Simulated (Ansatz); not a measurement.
# A change and its effect: ZnO (P6_3mc)

```
CELL_PARAMETERS angstrom
3.23520 0.00000 0.00000
-1.61760 2.80176 0.00000
0.00000 0.00000 5.21142
ATOMIC_POSITIONS crystal
Zn 0.33333 0.66667 0.49969
Zn 0.66667 0.33333 0.99969
O 0.66667 0.33333 0.37932
O 0.33333 0.66667 0.87932
```

The conventional cell has a = 3.235 Å, b = 3.235 Å, c = 5.211 Å, α = 90.00°, β = 90.00°, γ = 120.00°. Zn (atom 1) has 4 O at 1.97 to 1.98 Å as nearest neighbours. Around O (atom 3) lie 4 Zn at 1.97 to 1.98 Å.

Computed, not measured; unless marked otherwise by r²SCAN, PAW on Ansatz 0.2.0's default frozen-core files (fitted under PBE), scalar-relativistic. k mesh 8×8×4, fixed occupations, cutoff 500 eV. The cell was relaxed by PAW under this functional.

With these settings the run gives a highest phonon of 544.0 cm⁻¹ on a 1×1×1 q mesh (finite displacements, no LO-TO term).

(1) The run is repeated in the same cell with kpoints.mp_grid.grid from [8, 8, 4] to [10, 10, 5]. What moves, and by how much?

## Answers

(1) highest phonon: -0.01 %; largest phonon shift: +0.1 cm⁻¹.

Keep in mind: frozen-core PAW files fitted under PBE, their cores solved anew for the functional of the run; zone-boundary modes aren't tested.
